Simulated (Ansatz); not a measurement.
A relaxed 1×1 slab of 6 planes, cut along (100) from a fcc crystal of one element, has a cell area of 8.64 Å² and a bulk spacing of 2.079 Å between its first planes. All-electron LAPW in Ansatz 0.2.0 (PBE, scalar-relativistic, no spin polarisation) gives γ = 0.86 J/m², Φ = 5.04 eV and a change of the outer spacing of -1.5 %. The fcc structure needn't be the element's own.

Which element is it?

Au. Neighbours weren't tried against these numbers.
